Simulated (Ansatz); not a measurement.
An Ansatz (a quantum-chemistry and plane-wave program) run. Input:

Ansatz 0.2 input:
```yaml
crystal:
  lattice:
    - [-1.6056149159, 1.6056149159, 3.9024201666]
    - [1.6056149159, -1.6056149159, 3.9024201666]
    - [1.6056149159, 1.6056149159, -3.9024201666]
  atoms:
    - { symbol: W, position: [0.0, 0.0, 0.0] }
    - { symbol: Si, position: [0.3348078889, 0.3348078889, 0.0] }
    - { symbol: Si, position: [0.6651921111, 0.6651921111, 0.0] }
kpoints:
  mp_grid: { grid: [18, 18, 18] }
hamiltonian:
  xc: r2scan
  pseudopotentials: { kind: paw }
scf:
  occupations: { method: gaussian, width: 0.05 }
checkpoint: { read: metal.run }
output: { bader: true, populations: true }
```

Output (shortened):

```
Pseudopotential: W, paw, valence charge 14
Pseudopotential: Si, paw, valence charge 4
Functional definition: r2SCAN
Crystal: 3 atoms, lattice volume = 40.242 Å³
Basis set: ecut = 500 eV, 1023 PW (Γ), exchange–correlation on 144×144×144 points (64 copies of the dense FFT grid, shifted against one another)
Bands: 19, of which v1, the nominal top of the filled ones, is band 11 counted from 1 (10 counted from 0)
Symmetry: 16 space group operations
Space group: I4/mmm (ITA 139), of the structure as read, at distance tolerance 3.4e-5 Å
k-points: 480 of 5832
Stability of the state it starts from, as read at its close in the unpolarized treatment …
iter 1 solved again at ethr=4.03e-8 eV; its pass at ethr=3.10e-3 eV (dr2=8.86e-6 eV) is discarded
SCF iter   1: F=—  HF=-11676.369072 eV  |F-HF|=—  |Δ(HF+E_count)|=         —  Δρ=1.94e-7  dr2=6.18e-12  dr2_τ=3.66e-12  ethr=4.03e-8  ⟨swp⟩=3.2  Hψ=75444  notcnv=0
preconditioner: auto → none
SCF iter   2: F=-11676.369072 eV  HF=-11676.369072 eV  |F-HF|=7.28e-12  |Δ(HF+E_count)|=  7.20e-10  Δρ=1.07e-7  dr2=2.75e-12  dr2_τ=4.24e-12  ethr=1.00e-12  ⟨swp⟩=6.4  Hψ=36833  notcnv=0
SCF 1 converged in 2 iterations: F = -11676.369072 eV  dr2 = 2.75e-12
SCF converged after 2 iterations
Free energy (F): -11676.369072 eV
Harris-Foulkes:  -11676.369072 eV  (|F-HF|=7.28e-12)
Internal energy: -11676.368763 eV  (E = F + TS)
E sigma→0 (E₀):  -11676.368917 eV
Entropy (-TS):   -0.000309 eV (-0.103 meV/atom)
Fermi energy:    16.825375 eV
--- Per-component energies (eV) ---
  E_band       = -94.626225
  E_kinetic    = 542.741219
  E_local      = -943.364477  (includes V_loc(G=0)·N_el)
  E_nonlocal   = 49.255586
  E_hartree    = 372.431098
  E_xc         = -356.793246
  E_vxc        = -367.142819  (∫ρ·V_xc dr)
  E_paw        = -9632.568879  (= ΣΔE_a)
  E_vpaw       = -139.020107  (= ΣTr[D̂ρ^β])
  E_aug_tail   = -0.000047  (compensation charges beyond the density's cutoff)
  E_vtau       = 18.042187  (kinetic-family band-sum trace: ∫τ·v_τ [+ j·A + Jᵃ·Aᵃ] dr)
  E_ewald      = -1707.329203
  E_core_change = -0.740815  (= ΣΔE_core)
  E_smearing   = -0.000309  (= −TS)
  E_closure    = 0.000000  (closes the sum)
  Σ components = -11676.369072   (vs F -11676.369072, Δ=0.00e0)
  [band-id]    e_kinetic+e_local+e_nonlocal+2·e_hartree+e_vxc+e_vpaw+e_augmentation_tail+e_vtau = -94.626261   (vs E_band -94.626225, Δ=-3.60e-5)
--- Band table (eV; the first three rows and the last of 480) ---
  k-point 0: bands = ["-58.8642", "-22.5426", "-22.5095", "-22.5095", "1.9154", "9.5449", "12.9768", "13.3901", "13.7454", "13.7454", "17.3941", "19.8490", "19.9465", "20.0035", "20.0035", "21.7971", "22.8217", "22.8217", "26.2918"]
  k-point 1: bands = ["-58.8637", "-22.5412", "-22.5166", "-22.5157", "2.0218", "9.6405", "12.5750", "13.4068", "13.4703", "14.1572", "16.8534", "19.6901", "20.0904", "20.1345", "20.2722", "21.8025", "22.9148", "23.1493", "26.8172"]
  k-point 2: bands = ["-58.8622", "-22.5371", "-22.5367", "-22.5333", "2.3362", "9.9102", "12.0186", "12.8124", "13.4627", "14.6792", "15.6928", "19.4812", "20.3199", "20.3899", "20.9264", "21.6946", "23.3519", "23.8642", "27.1350"]
  k-point 479: bands = ["-58.8640", "-22.5635", "-22.5110", "-22.5110", "4.3546", "5.1304", "12.8217", "14.1217", "15.8464", "15.8464", "16.2615", "16.2615", "17.5855", "21.7244", "22.3859", "23.4804", "25.1749", "25.8191", "25.8191"]
--- Löwdin populations: 3 sites ---
  site symbol       q [e]
     0      W     13.9250
     1     Si      3.9115
     2     Si      3.9115
  spilling = 0.011453 (of n_electrons = 22.000000)
--- Bader charges: 3 sites ---
  site symbol  charge [e]  shift [e]
     0      W      0.1014     0.0044
     1     Si     -0.0508     0.0022
     2     Si     -0.0506     0.0022
  shift: an alarm, by how much a part of what the PAW files miss would move the charge. Where it is large, compare
  with a run on PAW files of another source; a small one proves nothing
  estimated error of the sums over rays = 5.3e-4 e
```

Cost: very roughly 80 core-seconds on shared cores.

The cell was relaxed with r²SCAN under the symmetry of its start; of distortions, only those at the zone centre were tested. No spin polarisation was allowed. Spin–orbit coupling is left out wherever it is not named.

Potentials: the later of the program's two PAW sets.

Ansatz is a plane-wave DFT program.
